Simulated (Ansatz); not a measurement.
Ansatz input file:

```yaml
crystal:
  lattice:
    - [4.2899009867, 0.0, 0.0]
    - [0.0, 4.2899009867, 0.0]
    - [0.0, 0.0, 4.2899009867]
  atoms:
    - { symbol: Sc, position: [0.5, 0.0, 0.5] }
    - { symbol: Sc, position: [0.0, 0.5, 0.5] }
    - { symbol: Sc, position: [0.5, 0.5, 0.0] }
    - { symbol: Al, position: [0.0, 0.0, 0.0] }
basis:
  ecutwfc: 500
kpoints:
  mp_grid: { grid: [10, 10, 10] }
hamiltonian:
  xc: r2scan
scf:
  occupations: { method: gaussian, width: 0.1 }
output:
  forces: true
  stress: true
  eigenvalues: true
  write_density: true
  write_potential: true
  elf: true
  volumetric_format: npy
```

Run as
```bash
ansatz run input.yaml --threads 1 --pin off --max-ram 2560MiB --backend cpu --events-out ev --progress --plain --runs-dir out
```

All numbers below come from DFT r2SCAN, scalar-relativistic, plane waves, PAW in Ansatz 0.2.0.

Part of what the program printed, abridged:

```
Pseudopotentials: kind: paw
Pseudopotential: Sc, paw, valence charge 11, recommended cutoff 500 eV (meta_gga)
Pseudopotential: Al, paw, valence charge 3, recommended cutoff 500 eV (meta_gga)
Functional definition: r2SCAN
Crystal: 4 atoms, lattice volume = 78.948 Å³
Basis set: ecut = 500 eV, 2007 PW (Γ), exchange–correlation on 128×128×128 points (64 copies of the dense FFT grid, shifted against one another)
Bands: 22, of which v1, the nominal top of the filled ones, is band 18 counted from 1 (17 counted from 0)
Symmetry: 48 space group operations
Space group: Pm-3m (ITA 221), of the structure as read, at distance tolerance 4.3e-5 Å
k-points: 56 of 1000
Initial density: superposition of atomic densities (neutral atoms: chi_scale 0, normalization atom), corrected by the library's trained network
Initial wavefunctions: pseudopotential atomic-orbital guess
Functional: x = r2scan, c = r2scan; τ floored in thin density (d = 2e-4 eV/Å³)
SCF iter   1: F=—  HF=-6962.949155 eV  |F-HF|=—  |Δ(HF+E_count)|=         —  Δρ=1.01e-2  dr2=9.31e-2  dr2_τ=2.15e-2  ethr=1.77e-3  ⟨swp⟩=4.9  Hψ=5330  notcnv=0
SCF iter   2: F=—  HF=-6963.052984 eV  |F-HF|=—  |Δ(HF+E_count)|=   1.04e-1  Δρ=4.15e-3  dr2=2.05e-2  dr2_τ=6.00e-4  ethr=2.59e-4  ⟨swp⟩=2.0  Hψ=2707  notcnv=0
SCF iter   3: F=—  HF=-6963.049259 eV  |F-HF|=—  |Δ(HF+E_count)|=   3.72e-3  Δρ=1.07e-3  dr2=1.44e-3  dr2_τ=9.65e-5  ethr=5.71e-5  ⟨swp⟩=2.1  Hψ=1749  notcnv=0
SCF iter   4: F=—  HF=-6963.049326 eV  |F-HF|=—  |Δ(HF+E_count)|=   6.70e-5  Δρ=2.65e-4  dr2=9.28e-5  dr2_τ=1.29e-6  ethr=4.01e-6  ⟨swp⟩=2.0  Hψ=1567  notcnv=0
SCF iter   5: F=—  HF=-6963.049339 eV  |F-HF|=—  |Δ(HF+E_count)|=   1.26e-5  Δρ=3.54e-5  dr2=1.22e-6  dr2_τ=1.35e-7  ethr=2.58e-7  ⟨swp⟩=2.0  Hψ=1541  notcnv=0
SCF iter   6: F=—  HF=-6963.049339 eV  |F-HF|=—  |Δ(HF+E_count)|=   3.82e-7  Δρ=1.27e-5  dr2=1.02e-7  dr2_τ=3.11e-9  ethr=2.78e-10  ⟨swp⟩=9.7  Hψ=8069  notcnv=0
SCF iter   7: F=-6963.049339 eV  HF=-6963.049339 eV  |F-HF|=5.82e-9  |Δ(HF+E_count)|=   6.40e-8  Δρ=4.40e-6  dr2=1.34e-8  dr2_τ=3.81e-10  ethr=2.78e-10  ⟨swp⟩=6.2  Hψ=6010  notcnv=0
SCF 1 converged in 7 iterations: F = -6963.049339 eV  dr2 = 1.34e-8
SCF converged after 7 iterations
Free energy (F): -6963.049339 eV
Harris-Foulkes:  -6963.049339 eV  (|F-HF|=5.82e-9)
Internal energy: -6963.024913 eV  (E = F + TS)
E sigma→0 (E₀):  -6963.037126 eV
Entropy (-TS):   -0.024426 eV (-6.107 meV/atom)
Fermi energy:    10.705503 eV
--- Per-component energies (eV) ---
  E_band       = -473.249264
  E_kinetic    = 812.813972
  E_local      = -2560.538366  (includes V_loc(G=0)·N_el)
  E_nonlocal   = 258.820773
  E_hartree    = 908.219021
  E_xc         = -339.799846
  E_vxc        = -459.312646  (∫ρ·V_xc dr)
  E_paw        = -3366.986541  (= ΣΔE_a)
  E_vpaw       = -370.587256  (= ΣTr[D̂ρ^β])
  E_aug_tail   = 0.000014  (compensation charges beyond the density's cutoff)
  E_vtau       = 29.118132  (kinetic-family band-sum trace: ∫τ·v_τ [+ j·A + Jᵃ·Aᵃ] dr)
  E_ewald      = -2674.778356
  E_core_change = -0.775584  (= ΣΔE_core)
  E_smearing   = -0.024426  (= −TS)
--- Forces (eV/Å), atoms counted from 1 ---
  atom   1  Sc     0.00000000     0.00000000     0.00000000
  atom   2  Sc     0.00000000     0.00000000     0.00000000
  atom   3  Sc     0.00000000     0.00000000     0.00000000
  atom   4  Al     0.00000000     0.00000000     0.00000000
--- Stress (GPa, compression-positive) ---
        7.290671       0.000000       0.000000
        0.000000       7.290671       0.000000
        0.000000       0.000000       7.290671
  P = ⅓ Tr σ = 7.2907 GPa (72.907 kbar)
--- Band table (eV; the first three rows and the last of 56) ---
  k-point 0: bands = ["-40.7025", "-40.5535", "-40.5535", "-18.5988", "-18.5988", "-18.5988", "-18.2297", "-18.2297", "-18.2297", "-18.0635", "-18.0635", "-18.0635", "3.0712", "7.7135", "9.4853", "9.4853", "10.1696", "10.1696", "10.1696", "11.3704", "11.3704", "11.3704"]
  k-point 1: bands = ["-40.6993", "-40.5567", "-40.5535", "-18.5911", "-18.5911", "-18.5876", "-18.2324", "-18.2324", "-18.2310", "-18.0787", "-18.0688", "-18.0688", "3.1646", "7.7557", "9.2360", "9.5784", "10.1208", "10.1208", "10.2140", "11.3709", "11.3709", "11.4825"]
  k-point 2: bands = ["-40.6900", "-40.5659", "-40.5533", "-18.5698", "-18.5698", "-18.5545", "-18.2412", "-18.2412", "-18.2345", "-18.1219", "-18.0823", "-18.0823", "3.4377", "7.7607", "8.7632", "9.8443", "9.9938", "9.9938", "10.3406", "11.4098", "11.4098", "11.7429"]
  k-point 55: bands = ["-40.6017", "-40.6017", "-40.6017", "-18.8218", "-18.5338", "-18.5338", "-18.5338", "-18.0960", "-18.0960", "-18.0540", "-18.0540", "-18.0540", "5.4972", "9.0994", "9.0994", "9.0994", "9.3129", "9.3129", "9.3129", "11.1744", "12.4185", "12.4185"]
```

The calculation finished and met its thresholds.

It took 16 s on 1 thread of Arm Neoverse V2, with other jobs on the host, peak memory 0.52 GiB.